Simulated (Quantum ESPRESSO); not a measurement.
GaMg2O3F, a curve over strain

Simulated, not a measurement. The program is pw.x of Quantum ESPRESSO 7.5 (plane-wave density functional theory). The cell is made up: 7 atoms on a zincblende/diamond lattice with one site empty, with randomly drawn elements, strain and displacements, not relaxed. PseudoDojo standard norm-conserving files (v0.5 for PBE, v0.4.1 for LDA and PBEsol) set the functional; there is no spin polarisation, spin-orbit coupling or dispersion term, and the masses in the input are unused placeholders.

Seven runs add a strain to one cell (the same along x and y); the atoms follow the cell and are not relaxed. Stress in the table is positive in tension.

Input of the run at -0.0022:

```
&control calculation='scf', pseudo_dir='./dojo.nc.sr.pbe.v0_5.standard.upf', outdir='./o', disk_io='low', tprnfor=.true., tstress=.true. /
&system ibrav=0, nat=7, ntyp=4, nbnd=35, ecutwfc=84.00895049, nosym=.true., tot_charge=0,
 occupations='smearing', smearing='fd', degauss=0.0018374661
/
&electrons conv_thr=7.350e-09, electron_maxstep=60, /
ATOMIC_SPECIES
F 1.0 F.upf
Ga 1.0 Ga.upf
Mg 1.0 Mg.upf
O 1.0 O.upf
CELL_PARAMETERS angstrom
4.6673 0.0051 -0.0492
0.0051 4.5647 0.0322
-0.0491 0.0321 4.622
ATOMIC_POSITIONS angstrom
Ga -0.1052 2.386 2.4199
Mg 2.2832 0.0415 2.3238
Mg 2.3012 2.257 0.1185
O 1.076 1.2654 1.2688
O 1.1726 3.4759 3.4632
O 3.2779 1.1925 3.4106
F 3.5267 3.2347 1.1046
K_POINTS automatic
4 4 4 1 1 1
```

| added strain | free energy less that of the input shown (eV) | stress xx (GPa) | stress yy (GPa) | stress zz (GPa) | stress xy (GPa) | pressure (GPa) | next band up at Gamma (eV) | iterations |
| --- | --- | --- | --- | --- | --- | --- | --- | --- |
| -0.0226 | -0.0611 | 2.07 | -1.24 | -1.40 | 0.99 | 0.19 | 1.738 | 11 |
| -0.0054 | -0.0161 | 5.74 | 2.03 | 1.59 | 1.46 | -3.12 | 1.550 | 11 |
| -0.0022 | 0.0000 | 6.37 | 2.59 | 2.09 | 1.54 | -3.68 | 1.516 | 11 |
| +0.0030 | 0.0317 | 7.34 | 3.46 | 2.86 | 1.66 | -4.55 | 1.461 | 11 |
| +0.0068 | 0.0587 | 8.02 | 4.07 | 3.39 | 1.75 | -5.16 | 1.421 | 11 |
| +0.0145 | 0.1223 | 9.33 | 5.24 | 4.40 | 1.91 | -6.32 | 1.343 | 12 |

Question: one run is left out of the table, at +0.0100. Estimate its stress xx (GPa).

Answer: 8.58. The whole row:

| added strain | free energy less that of the input shown (eV) | stress xx (GPa) | stress yy (GPa) | stress zz (GPa) | stress xy (GPa) | pressure (GPa) | next band up at Gamma (eV) | iterations |
| --- | --- | --- | --- | --- | --- | --- | --- | --- |
| +0.0100 | 0.0836 | 8.58 | 4.56 | 3.82 | 1.82 | -5.65 | 1.388 | 12 |

A cubic fit gives a slope of stress xx against the added strain of 188 GPa at zero added strain, with the atoms clamped. Across the table the free energy follows the integral of the stress to within 1.8 meV. A rerun of one of the cells at 1437 eV and a 6 x 6 x 6 mesh moved values by no more than 0.003 eV in energy, 0.04 GPa in stress and 0.002 eV/Å in force. The band column is the level of band 30 at Gamma less that of band 29, whose number is half the electron count, rounded up; it comes from a band step after each run.